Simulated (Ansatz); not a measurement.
Relaxed-ion elastic tensor of KI (rock salt, Fm-3m) in GPa (Voigt order), PBEsol in the plane-wave PAW code Ansatz; density 3.20 g/cm³, 43.00 Å³ per atom.

|  | 1 | 2 | 3 | 4 | 5 | 6 |
|---|---|---|---|---|---|---|
| 1 | 29.6 | 3.5 | 3.5 | 0.0 | 0.0 | 0.0 |
| 2 | 3.5 | 29.6 | 3.5 | 0.0 | 0.0 | 0.0 |
| 3 | 3.5 | 3.5 | 29.6 | 0.0 | 0.0 | 0.0 |
| 4 | 0.0 | 0.0 | 0.0 | 3.5 | 0.0 | 0.0 |
| 5 | 0.0 | 0.0 | 0.0 | 0.0 | 3.5 | 0.0 |
| 6 | 0.0 | 0.0 | 0.0 | 0.0 | 0.0 | 3.5 |

Question: Is the crystal mechanically stable?

Answer: Yes: the smallest eigenvalue of C is 3.5 GPa.

Question: Work out the Voigt, Reuss and Hill averages.

Answer: K_V = 12.2, K_R = 12.2, K_H = 12.2; G_V = 7.3, G_R = 4.9, G_H = 6.1 GPa.

Question: Give Young's modulus, Poisson's ratio, Pugh's ratio and the universal anisotropy index.

Answer: E = 9KG/(3K + G) = 15.8 GPa; ν = 0.28; K/G = 1.99 (ductile by the Pugh limit of 1.75); A_U = 5G_V/G_R + K_V/K_R − 6 = 2.42.

Question: Estimate the sound speeds and the Debye temperature.

Answer: v_l = √((K + 4G/3)/ρ) = 2520 m/s, v_t = √(G/ρ) = 1380 m/s, mean 1540 m/s; Θ = (h/k)(3n/4πV)^(1/3) v_m = 131 K.

Question: Give the Zener ratio and Young's modulus along [100], [110] and [111].

Answer: A = 2C44/(C11 − C12) = 0.27; 1/E = S11 − 2(S11 − S12 − S44/2)Γ with Γ = 0, 1/4, 1/3 gives 28.9, 11.5, 9.6 GPa.

Question: Solve the Christoffel equation for the three sound speeds along [100], [110], [111].

Answer: Eigenvalues of C_ijkl n_j n_l equal ρv². In km/s, slowest first: [100] 1.04, 1.04, 3.04; [110] 1.04, 2.02, 2.50; [111] 1.76, 1.76, 2.29.

The PBEsol relaxation kept the symmetry of its start. Spin–orbit coupling is left out wherever it is not named.

Potentials: the later of the program's two PAW sets.
